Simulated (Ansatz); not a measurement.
BiB:
```
CELL_PARAMETERS angstrom
      0.00000     2.72756     2.72756
      2.72756     0.00000     2.72756
      2.72756     2.72756     0.00000
ATOMIC_POSITIONS crystal
  Bi 0.75000 0.75000 0.75000
  B  0.00000 0.00000 0.00000
```

Tensor components refer to the Cartesian frame of this cell.

Question: Give the proper piezoelectric stress tensor with relaxed ions from DFT-PBEsol in the program Ansatz with PAW potentials.

Answer: In C/m², rows x, y, z, Voigt columns; mesh uncertainty up to 0.02.
```
0.00  0.00  0.00  0.13  0.00  0.00
0.00  0.00  0.00  0.00  0.13  0.00
0.00  0.00  0.00  0.00  0.00  0.13
```

The elastic tensor of the same run (GPa):

```json
[
 {"": "1", "1": "145", "2": "50.2", "3": "50.2", "4": "0.0", "5": "0.0", "6": "0.0"},
 {"": "2", "1": "50.2", "2": "145", "3": "50.2", "4": "0.0", "5": "0.0", "6": "0.0"},
 {"": "3", "1": "50.2", "2": "50.2", "3": "145", "4": "0.0", "5": "0.0", "6": "0.0"},
 {"": "4", "1": "0.0", "2": "0.0", "3": "0.0", "4": "78.6", "5": "0.0", "6": "0.0"},
 {"": "5", "1": "0.0", "2": "0.0", "3": "0.0", "4": "0.0", "5": "78.6", "6": "0.0"},
 {"": "6", "1": "0.0", "2": "0.0", "3": "0.0", "4": "0.0", "5": "0.0", "6": "78.6"}
]
```

Question: Convert to strain constants d = e·S.

Answer: In pC/N:
```
0.0  0.0  0.0  1.7  0.0  0.0
0.0  0.0  0.0  0.0  1.7  0.0
0.0  0.0  0.0  0.0  0.0  1.7
```

Space group F-43m (zinc blende). A made-up cell: these elements were put on the sites of a structure type; neither database checked (COD, Materials Project) lists it. Its standing as an ambient phase is unchecked. The cell was relaxed with PBEsol under the symmetry of its start; of distortions, only those at the zone centre were tested. Scalar-relativistic: spin–orbit coupling is off unless named, which matters more the heavier the elements.

Potentials: the later of the program's two PAW sets.
